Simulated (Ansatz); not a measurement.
Al (Fm-3m), clamped-ion strain scan

Theory: DFT PBEsol+D3(BJ), scalar-relativistic, plane waves, PAW (Ansatz). Cutoff 420 eV, Γ-centred 26×26×26 k-points, Gaussian smearing of 0.15 eV. No spin polarisation. Energies are free energies at this smearing, counted from the undisturbed cell; pressure is positive in compression.

Zero of the scan (relaxed at this level):

```yaml
crystal:
  lattice:
    - [0.00000, 1.98128, 1.98128]
    - [1.98128, 0.00000, 1.98128]
    - [1.98128, 1.98128, 0.00000]
  atoms:
    - { symbol: Al, position: [0.00000, 0.00000, 0.00000] }
```

The cell is strained by ε times the Voigt pattern (0, 0, 1, 0, 0, 0) (xx, yy, zz, yz, xz, xy; engineering shear) with fractional coordinates fixed. The cell is metallic on the mesh throughout.

```tsv
ε	ΔE (meV/atom)
-0.1000	84.2
-0.0750	45.7
-0.0500	19.6
-0.0250	4.7
0.0000	0.0
0.0250	4.0
0.0500	15.4
0.0750	32.1
0.0875	42.1
0.1000	53.0
```

Problem. Predict the pressure (GPa) at each point.

Solution.
```csv
ε,pressure (GPa)
-0.1000,12.8
-0.0750,8.9
-0.0500,5.5
-0.0250,2.5
0.0000,0.0
0.0250,-2.1
0.0500,-3.8
0.0750,-5.3
0.0875,-5.9
0.1000,-6.4
```

Cost: 10 runs of about 0.59 core-minutes in all, on Intel Xeon 6975P-C (Granite Rapids) (shared hosts).